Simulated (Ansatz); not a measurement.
**What DFT gives for TaSn2**

```
Ta Sn
1.0
     0.00000    5.63156    0.00000
     0.00000   -2.81578    9.59456
     4.90360    2.81578    0.00000
Ta Sn
4 8
Cartesian
  0.0000 0.0000 2.4178
  0.0000 2.8158 7.1767
  2.4518 1.4079 2.3795
  2.4518 1.4079 7.2151
  1.6378 5.6316 0.0000
  3.2658 2.8158 0.0000
  0.8140 1.4079 4.7973
  4.0896 1.4079 4.7973
  0.0000 0.0000 8.0019
  0.0000 2.8158 1.5927
  2.4518 4.2237 6.3900
  2.4518 4.2237 3.2046
```

The numbers come from plane-wave PAW DFT (Ansatz): r2SCAN, no spin polarisation, 500 eV, 6×6×6 Γ-centred k points, fermi-dirac occupations (width 0.1 eV). Nothing was relaxed.

Q: Metal or insulator?

A: It is a metal, with about 5.3 states/eV a cell as the mean within 0.25 eV of the Fermi level, mostly Ta d (50 %) and Sn p (42 %).

Q: Where is the largest force?

A: The largest is on Ta1 (and as large on other atoms): 0.41 eV/Å, components (0.00, 0.00, 0.41). It makes 91° with the line to a nearest neighbour, Ta3 at 2.83 Å.

Q: Is the cell too large or too small?

A: The pressure is 1.6 GPa (compression positive), so with the atoms held at these fractions the cell would first expand.

Q: Describe some of the short contacts.

A: Ta–Ta at 2.83 Å: least valence density 0.40 e/Å³ and ELF 0.48 there. Ta–Sn at 2.88 Å: least valence density 0.30 e/Å³ and ELF 0.35 there. Sn–Sn at 3.19 Å: least valence density 0.20 e/Å³ and ELF 0.54 there. Both are smooth PAW fields, read partly inside the augmentation spheres.

Origin: a database entry at a rescaled volume.
